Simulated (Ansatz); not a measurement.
**ZnPt: energy along a strain**

ZnPt, P4/mmm, a = 2.864 Å, c = 3.510 Å (as given, not relaxed at this level: -5.9 GPa). The structure is a COD entry; whether it is the stable form wasn't checked. Ansatz: PBEsol, PAW, 420 eV, Γ-centred 16×16×14 mesh on 2 atoms, Gaussian smearing 0.15 eV; no spin polarisation. Cell vectors (Å): 2.864 0.000 0.000; 0.000 2.864 0.000; 0.000 0.000 3.510. The cell is strained by x per cent times the pattern (0 0 0 0 0 1) in the order xx yy zz yz xz xy (engineering shears), with fractional coordinates held. y is the free energy over the start, V0 = 14.395 Å³/atom. Symmetry makes y even in x.

```
x (%) y (meV/atom)
-2.00             ?
-1.00          0.23
 0.00          0.00
 0.25          0.01
 0.50          0.06
 0.75          0.13
 1.25          0.37
 1.50          0.53
 1.75          0.72
```

Fit y = c2 x² + c4 x⁴ to the other rows, get the stiffness along the pattern, and predict the missing energy.

Least squares on the rows shown. y = 0.2336 x² + 0.0006167 x⁴. The clamped-ion stiffness p·C·p = 2 × 2.336 eV × 160.2 / 14.395 Å³ = 52 GPa, which is C66 in these axes (second derivative at the start, which stands under stress). At x = -2.00 the fit asked for gives 0.94 meV/atom. The run gave 0.94 meV/atom, the same to the digits shown.

Spin–orbit coupling is left out, which can shift energies with elements as heavy as these.